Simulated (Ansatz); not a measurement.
# CrO2: course of a relaxation

Computed with DFT PBEsol, scalar-relativistic, plane waves, PAW in Ansatz 0.2.0. Settings: 420 eV cutoff, 8×8×12 k-mesh, Gaussian smearing of 0.10 eV, collinear spin.

What was changed: uniaxial strain along a, with b, c and atoms relaxed: -3.0 %.

Command:

```bash
ansatz run input.yaml --threads 1 --pin off --max-ram 2560MiB --backend cpu --events-out ev --progress --plain --runs-dir out
```

Input:

```yaml
crystal:
  lattice:
    - [4.2604545844, 0.0, 0.0]
    - [0.0, 4.4251628802, 0.0]
    - [0.0, 0.0, 2.9093855389]
  atoms:
    - { symbol: Cr, position: [0.0, 0.0, 0.5], spin: 1.87 }
    - { symbol: Cr, position: [0.5, 0.5, 0.0], spin: 1.87 }
    - { symbol: O, position: [0.2025887204, 0.1909564105, 0.0] }
    - { symbol: O, position: [0.2974112796, 0.6909564105, 0.5] }
    - { symbol: O, position: [0.7974112796, 0.8090435895, 0.0] }
    - { symbol: O, position: [0.7025887204, 0.3090435895, 0.5] }
basis:
  ecutwfc: 420
kpoints:
  mp_grid: { grid: [8, 8, 12] }
hamiltonian:
  xc: pbesol
scf:
  occupations: { method: gaussian, width: 0.1 }
output:
  forces: true
  stress: true
  eigenvalues: true
  populations: true
magnetization:
  spin_polarized: true
relax:
  adjacent_minimum: "off"
  f_tol: 0.008
  max_steps: 40
  cell: { stress_tol: 0.015, fix: [a, angles] }
```

F is the free energy. Steps run on the plane waves of an earlier cell, but the last one, and at times one on the way, on a freshly chosen basis, so a repeated geometry can differ a little in energy. The held parts of the cell keep their stress, so P needn't end at zero.

Steps:

```csv
step,F − F(1) (eV),largest force component (eV/Å),V (Å³/atom),P (GPa)
1,0.0000,0.031,9.142,3.45
2,-0.0032,0.058,9.176,2.34
3,-0.0046,0.038,9.206,1.34
4,-0.0053,0.004,9.200,1.47
5,-0.0053,0.000,9.201,1.42
6,-0.0079,0.000,9.201,1.50
7,-0.0078,0.000,9.204,1.41
8,-0.0079,0.000,9.204,1.41
9,-0.0079,0.000,9.205,1.40
10,-0.0079,0.000,9.205,1.40
```

Relaxed structure:

```yaml
crystal:
  lattice:
    - [4.26045, 0.00000, 0.00000]
    - [0.00000, 4.47455, 0.00000]
    - [0.00000, 0.00000, 2.89707]
  atoms:
    - { symbol: Cr, position: [0.00000, 0.00000, 0.50000] }
    - { symbol: Cr, position: [0.50000, 0.50000, 0.00000] }
    - { symbol: O, position: [0.20847, 0.18558, 0.00000] }
    - { symbol: O, position: [0.29153, 0.68558, 0.50000] }
    - { symbol: O, position: [0.79153, 0.81442, 0.00000] }
    - { symbol: O, position: [0.70847, 0.31442, 0.50000] }
```

The structure is orthorhombic, space group Pnnm (No. 58). Conventional cell: a = 4.260 Å, b = 4.475 Å, c = 2.897 Å, α = 90.00°, β = 90.00°, γ = 90.00°. Cr (site symmetry 2/m) is surrounded by 6 O at 1.88 to 1.89 Å. O (site symmetry m) is surrounded by 3 Cr at 1.88 to 1.89 Å.

The run converged. The run took 3.1 min on 1 thread of Intel(R) Xeon(R) 6975P-C (Granite Rapids), with other jobs on the host, peak memory 0.78 GiB.